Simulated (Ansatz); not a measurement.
Ansatz (a quantum-chemistry and plane-wave program) input:

Ansatz 0.2 input:
```yaml
crystal:
  lattice:
    - [4.0558654937, 0.0, 0.0]
    - [0.0, 4.0558654937, 0.0]
    - [0.0, 0.0, 11.4521804365]
  atoms:
    - { symbol: Ga, position: [0.0, 0.0, 0.0] }
    - { symbol: As, position: [0.5, 0.0, 0.125916225] }
    - { symbol: Al, position: [0.5, 0.5, 0.2502705969] }
    - { symbol: As, position: [0.0, 0.5, 0.3751197553] }
    - { symbol: Al, position: [0.0, 0.0, 0.5] }
    - { symbol: As, position: [0.5, 0.0, 0.6248802447] }
    - { symbol: Al, position: [0.5, 0.5, 0.7497294031] }
    - { symbol: As, position: [0.0, 0.5, 0.874083775] }
kpoints:
  mp_grid: { grid: [6, 6, 2] }
  band_path:
    path:
      - [[0.0, 0.0, 0.0], [0.0, 0.5, 0.0], [0.5, 0.5, 0.0], [0.0, 0.0, 0.0], [0.0, 0.0, 0.5], [0.0, 0.5, 0.5], [0.5, 0.5, 0.5], [0.0, 0.0, 0.5]]  # Γ-X-M-Γ-Z-R-A-Z
      - [[0.0, 0.5, 0.0], [0.0, 0.5, 0.5]]  # X-R
      - [[0.5, 0.5, 0.0], [0.5, 0.5, 0.5]]  # M-A
      - [VBM, CBM]
    npoints: 8
basis: { xc_grid: 2 }
hamiltonian:
  xc: pbe
  pseudopotentials: { azcp: { folder: ./paw }, kind: paw_fr }
magnetization: { noncollinear: true, spin_orbit: true }
scf:
  n_extra_bands: 16
  convergence: { dr2_threshold: 0.0000000001 }
  occupations: { method: gaussian, width: 0.01 }
checkpoint: { write: soc.run }
output: { eigenvalues: true }
```

Output (shortened):

```
Pseudopotential: Ga, paw, valence charge 13
Pseudopotential: As, paw, valence charge 15
Pseudopotential: Al, paw, valence charge 3
Functional definition: PBE
non-collinear run that drives no moment, with spin-orbit …
Crystal: 8 atoms, lattice volume = 188.389 Å³
Basis set: ecut = 420 eV, 3679 PW (Γ), exchange–correlation on 60×60×160 points (8 copies of the dense FFT grid, shifted against one another)
Bands: 98, of which v1, the nominal top of the filled ones, is band 82 counted from 1 (81 counted from 0)
Symmetry: 8 space group operations + 8 with time reversal
k-points: 20 of 72
Projection manifold: j_resolved (fully-relativistic pseudo-atomic orbitals)
SCF iter   1: F=—  HF=-24824.763882 eV  |F-HF|=—  |Δ(HF+E_count)|=         —  Δρ=3.87e-2  dr2=2.52e0  dr2_m=0.00e0 (ungated)  ethr=3.10e-3  |M|=0.00e0 ∫|m|=0.00e0 μB  |m|>n=0.0e0 m-floor=0.0e0 τ_xc=0.0e0  β_m=0.30  ⟨swp⟩=6.8  Hψ=8840  notcnv=0  defer=14
preconditioner: auto → Resta (q_TF=auto, 2.375 Å⁻¹)
spin=Noncollinear: Resta preconditioning applied to the charge; magnetization (m_x, m_y, m_z) channels mix plain (no charge-response kernel on spin).
SCF iter   2: F=—  HF=-24824.548783 eV  |F-HF|=—  |Δ(HF+E_count)|=   2.15e-1  Δρ=2.83e-2  dr2=1.35e0  dr2_m=0.00e0 (ungated)  ethr=3.08e-3  |M|=0.00e0 ∫|m|=0.00e0 μB  |m|>n=0.0e0 m-floor=0.0e0 τ_xc=0.0e0  β_m=0.65  ⟨swp⟩=1.0  Hψ=2260  notcnv=0  defer=27
SCF iter   3: F=—  HF=-24824.306113 eV  |F-HF|=—  |Δ(HF+E_count)|=   2.43e-1  Δρ=4.23e-3  dr2=4.17e-2  dr2_m=0.00e0 (ungated)  ethr=1.65e-3  |M|=0.00e0 ∫|m|=0.00e0 μB  |m|>n=0.0e0 m-floor=0.0e0 τ_xc=0.0e0  β_m=0.59  ⟨swp⟩=2.5  Hψ=2454  notcnv=0  defer=118
SCF iter   4: F=—  HF=-24824.292878 eV  |F-HF|=—  |Δ(HF+E_count)|=   1.32e-2  Δρ=2.14e-3  dr2=7.31e-3  dr2_m=0.00e0 (ungated)  ethr=5.08e-5  |M|=0.00e0 ∫|m|=0.00e0 μB  |m|>n=0.0e0 m-floor=0.0e0 τ_xc=0.0e0  β_m=0.71  ⟨swp⟩=3.5  Hψ=3731  notcnv=0  defer=182
SCF iter   5: F=—  HF=-24824.298800 eV  |F-HF|=—  |Δ(HF+E_count)|=   5.92e-3  Δρ=6.19e-4  dr2=1.06e-3  dr2_m=0.00e0 (ungated)  ethr=8.91e-6  |M|=0.00e0 ∫|m|=0.00e0 μB  |m|>n=0.0e0 m-floor=0.0e0 τ_xc=0.0e0  β_m=0.72  ⟨swp⟩=2.9  Hψ=2806  notcnv=0  defer=182
SCF iter   6: F=—  HF=-24824.299878 eV  |F-HF|=—  |Δ(HF+E_count)|=   1.08e-3  Δρ=2.38e-4  dr2=1.41e-4  dr2_m=0.00e0 (ungated)  ethr=1.30e-6  |M|=0.00e0 ∫|m|=0.00e0 μB  |m|>n=0.0e0 m-floor=0.0e0 τ_xc=0.0e0  β_m=0.73  ⟨swp⟩=2.0  Hψ=3556  notcnv=0  defer=182
SCF iter   7: F=—  HF=-24824.300058 eV  |F-HF|=—  |Δ(HF+E_count)|=   1.79e-4  Δρ=9.31e-5  dr2=1.46e-5  dr2_m=0.00e0 (ungated)  ethr=1.71e-7  |M|=0.00e0 ∫|m|=0.00e0 μB  |m|>n=0.0e0 m-floor=0.0e0 τ_xc=0.0e0  β_m=0.86  ⟨swp⟩=2.0  Hψ=3525  notcnv=0  defer=182
SCF iter   8: F=—  HF=-24824.300088 eV  |F-HF|=—  |Δ(HF+E_count)|=   3.03e-5  Δρ=2.51e-5  dr2=1.52e-6  dr2_m=0.00e0 (ungated)  ethr=1.78e-8  |M|=0.00e0 ∫|m|=0.00e0 μB  |m|>n=0.0e0 m-floor=0.0e0 τ_xc=0.0e0  β_m=0.89  ⟨swp⟩=2.0  Hψ=3418  notcnv=0  defer=182
SCF iter  13: F=-24824.300122 eV  HF=-24824.300122 eV  |F-HF|=2.91e-11  |Δ(HF+E_count)|=  2.18e-11  Δρ=1.12e-7  dr2=2.68e-11  dr2_m=0.00e0 (ungated)  ethr=1.00e-12  |M|=0.00e0 ∫|m|=0.00e0 μB  |m|>n=0.0e0 m-floor=0.0e0 τ_xc=0.0e0  ⟨swp⟩=1.1  Hψ=5480  notcnv=0
SCF 1 converged in 13 iterations: F = -24824.300122 eV  dr2 = 2.68e-11
NSCF: frozen V_eff on 40 k-points
NSCF: frozen V_eff on 40 k-points
NSCF: frozen V_eff on 40 k-points
NSCF: frozen V_eff on 40 k-points
NSCF: frozen V_eff on 22 k-points
NSCF: frozen V_eff on 12 k-points
NSCF: frozen V_eff on 5 k-points
NSCF: frozen V_eff on 5 k-points
NSCF: frozen V_eff on 5 k-points
NSCF: frozen V_eff on 5 k-points
NSCF: frozen V_eff on 5 k-points
NSCF: frozen V_eff on 84 k-points
SCF converged after 13 iterations
Magnetization: |M| = 0.0000 μB,  M = (+0.0000, +0.0000, +0.0000) μB
Absolute magnetization: 0.0000 μB (∫|m|)
  site 0: m = (+0.0000, +0.0000, +0.0000) μB, |m| = 0.0000 μB  (R = 1.03 Å)
  site 1: m = (+0.0000, +0.0000, +0.0000) μB, |m| = 0.0000 μB  (R = 1.02 Å)
  site 2: m = (+0.0000, +0.0000, +0.0000) μB, |m| = 0.0000 μB  (R = 1.02 Å)
  site 3: m = (+0.0000, +0.0000, +0.0000) μB, |m| = 0.0000 μB  (R = 1.02 Å)
  site 4: m = (+0.0000, +0.0000, +0.0000) μB, |m| = 0.0000 μB  (R = 1.02 Å)
  site 5: m = (+0.0000, +0.0000, +0.0000) μB, |m| = 0.0000 μB  (R = 1.02 Å)
  site 6: m = (+0.0000, +0.0000, +0.0000) μB, |m| = 0.0000 μB  (R = 1.02 Å)
  site 7: m = (+0.0000, +0.0000, +0.0000) μB, |m| = 0.0000 μB  (R = 1.02 Å)
Free energy (F): -24824.300122 eV
Harris-Foulkes:  -24824.300122 eV  (|F-HF|=2.91e-11)
Internal energy: -24824.300122 eV  (E = F + TS)
E sigma→0 (E₀):  -24824.300122 eV
Fermi energy:    6.818400 eV
--- Per-component energies (eV) ---
  E_band       = -1173.802490
  E_kinetic    = 568.590794
  E_local      = -11730.356721  (includes V_loc(G=0)·N_el)
  E_nonlocal   = -1634.644150
  E_hartree    = 6464.271437
  E_xc         = -456.939293
  E_vxc        = -437.070566  (∫ρ·V_xc dr)
  E_paw        = -11455.951411  (= ΣΔE_a)
  E_vpaw       = -868.864527  (= ΣTr[D̂ρ^β])
  E_aug_tail   = -0.000250  (compensation charges beyond the density's cutoff)
  E_ewald      = -6579.270527
  E_smearing   =  0.000000  (= −TS)
  E_closure    = 0.000000  (closes the sum)
  Σ components = -24824.300122   (vs F -24824.300122, Δ=0.00e0)
  [band-id]    e_kinetic+e_local+e_nonlocal+2·e_hartree+e_vxc+e_vpaw+e_augmentation_tail = -1173.802548   (vs E_band -1173.802490, Δ=-5.76e-5)
--- Band table (eV; the first three rows and the last of 20) ---
  k-point 0: bands = ["-28.9206", "-28.9206", "-28.9205", "-28.9205", "-28.9003", "-28.9003", "-28.9002", "-28.9002", "-28.7903", "-28.7903", "-28.7899", "-28.7899", "-28.7893", "-28.7893", "-28.7892", "-28.7892", "-28.1978", "-28.1978", "-28.1977", …
  k-point 1: bands = ["-28.9206", "-28.9206", "-28.9205", "-28.9205", "-28.9003", "-28.9003", "-28.9002", "-28.9002", "-28.7903", "-28.7903", "-28.7899", "-28.7899", "-28.7893", "-28.7893", "-28.7892", "-28.7892", "-28.1978", "-28.1978", "-28.1977", …
  k-point 2: bands = ["-28.9206", "-28.9205", "-28.9205", "-28.9204", "-28.9003", "-28.9003", "-28.9002", "-28.9002", "-28.7903", "-28.7903", "-28.7900", "-28.7899", "-28.7893", "-28.7893", "-28.7892", "-28.7891", "-28.1978", "-28.1978", "-28.1977", …
  k-point 19: bands = ["-28.9204", "-28.9204", "-28.9202", "-28.9202", "-28.9000", "-28.9000", "-28.8999", "-28.8999", "-28.7901", "-28.7901", "-28.7900", "-28.7900", "-28.7888", "-28.7888", "-28.7888", "-28.7888", "-28.1977", "-28.1977", "-28.1970", …
```

Cost: around 16 core-minutes (rough) on shared cores.

Space group P-4m2. The start of the workflow was typed in or built on a structure type; neither database checked (COD, Materials Project) lists it. Its standing as an ambient phase is unchecked. Symmetry was held in the PBE relaxation; its stability against distortions is not shown here.

Potentials: the earlier of the program's two PAW sets.

Ansatz is a plane-wave DFT program.
